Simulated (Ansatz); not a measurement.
Bcc Mo (100), 6 layers, DFT, PBE, all-electron LAPW, non-relativistic (Ansatz 0.2.0), on 2 threads of Intel(R) Xeon(R) Platinum 8488C (Sapphire Rapids) (shared host).

Command: `ansatz run input.yaml --threads 2 --pin off --max-ram 4096MiB --backend cpu --events-out ev --progress --plain --runs-dir out`

```yaml
crystal:
  lattice:
    - [3.1607300469, 0.0, 0.0]
    - [0.0, 3.1607300469, 0.0]
    - [0.0, 0.0, 23.9018]
  atoms:
    - { symbol: Mo, position: [0.25, 0.25, 0.341519717] }
    - { symbol: Mo, position: [0.75, 0.75, 0.3989621902] }
    - { symbol: Mo, position: [0.25, 0.25, 0.4683481369] }
    - { symbol: Mo, position: [0.75, 0.75, 0.5316519066] }
    - { symbol: Mo, position: [0.25, 0.25, 0.6010377989] }
    - { symbol: Mo, position: [0.75, 0.75, 0.6584802504] }
kpoints:
  mp_grid: { grid: [12, 12, 1] }
scf:
  occupations: { method: fermi_dirac, width: 0.08 }
hamiltonian:
  xc: pbe
  pseudopotentials:
    kind: all_electron
    lapw: { basis_error: 0.001 }
    relativity: none
output:
  forces: true
  stress: true
  eigenvalues: true
efield:
  axis: 3
  amplitude: 0
  dipole_correction: true
```

**Question.** How large is the problem that the program sets up?

**Answer.** 28 irreducible k-points, 2485 plane waves at Γ, 108 bands.

**Question.** About how long does it take, and how much memory?

**Answer.** 2.3 min of wall time for 10 SCF iterations, with a peak of 1.2 GiB. Times on shared machines scatter by tens of per cent.
